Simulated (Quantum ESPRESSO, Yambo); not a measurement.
A free-standing PtSe2/SnS2 heterobilayer (symmetry P3m1, slab cell 25.9 Å high). The two layers were stacked on one mean lattice constant, in the stacking of the first one's bulk, and relaxed with PBE+D3(BJ) in a cell 25.9 Å high, with the Coulomb interaction truncated along z. Chain: norm-conserving PBE (stringent potentials; Quantum ESPRESSO, 104 Ry, without SOC); G0W0 in Yambo (6×6×1 Γ-centred k mesh, bands 27 to 230 and a 6 Ry block in the screening, 230 bands in G with the Bruneval-Gonze terminator, plasmon pole fitted at 27.2 eV, slab-truncated Coulomb interaction, stochastic integration of W near q = 0); BSE (12×12×1 mesh, 11 valence and 7 conduction bands, static screening with 107 bands and a 3 Ry block, scissor 0.68 eV, Tamm-Dancoff, stochastic integration of W near q = 0).

The PBE gap (dense path) is 0.32 eV and the PBE gap (0, 0.167) → M on the GW mesh comes out as 0.36 eV. The PBE smallest direct gap on the GW mesh, at (0, 0.167) is 1.34 eV and the G0W0 direct gap at that point is 2.02 eV. The G0W0 correction to the gap (0, 0.167) → M is 0.60 eV and the lowest exciton comes out as no binding energy given (see below).

Rough cost of the Yambo steps against G0W0 for 8 states: BSE within a factor of two.

Convergence of the G0W0 settings was not tested. The BSE states are vertical excitations (zero momentum); the indirect quasiparticle gap, about 0.92 eV, is smaller than the direct one (2.02 eV on the GW mesh). The lowest state covers only about 8 of the 144 k points, and no second mesh confirms it, so this run can't vouch for its energy or binding.

Spin-orbit coupling is left out, which matters for elements this heavy: edges can move by tenths of an eV.
